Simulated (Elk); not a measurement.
An Elk run on TbRh with settings drawn from a wide range, so not all are converged; totals and levels move with the basis, and no second program has checked them. Method: DFT, LDA (Perdew-Zunger), all-electron APW+lo, Dirac cores, scalar-relativistic bands in Elk 11.2.3 with local patches. Elk's input is in atomic units.

Command: `OMP_NUM_THREADS=1 elk` The run took 0.02 s on 1 thread of Arm Neoverse N1, with other jobs on the host, peak memory 0.04 GiB.

```
tasks
  0
  110
  115
  15

xctype
  2

rgkmax
  7.5

gmaxvr
  10

lmaxapw
  6

lmaxo
  6

lmaxi
  3

nrmtscf
  2

nempty
  8

epspot
  1e-06

epsengy
  0.0001

maxscl
  100

swidth
  0.008

stype
  3

lradstp
  4

mixtype
  3

hmaxvr
  6

reducebf
  0.5

spinpol
  .true.

tforce
  .false.

sppath
  './'

avec
  6.62498802603 0.00000000000 0.00000000000
  0.00000000000 6.62498802603 0.00000000000
  0.00000000000 0.00000000000 6.62498802603

atoms
  2
  'Tb.in'
  1
  0.500000000000 0.500000000000 0.500000000000   0.000 0.000 -0.500
  'Rh.in'
  1
  0.000000000000 0.000000000000 0.000000000000   0.000 0.000 0.000

ngridk
  10 10 10
```

Muffin-tin radii in the species files: Rh 2.23, Tb 2.40 bohr.

The cell comes from COD entry 2310184, which wasn't checked; take it as a given geometry. The listed cell was then made from it by scaling, straining or moving an atom.

What does the run give?

It refused before any iteration.
```
Error(init0): requested spin-polarised run with spin-unpolarised
 exchange-correlation functional
```
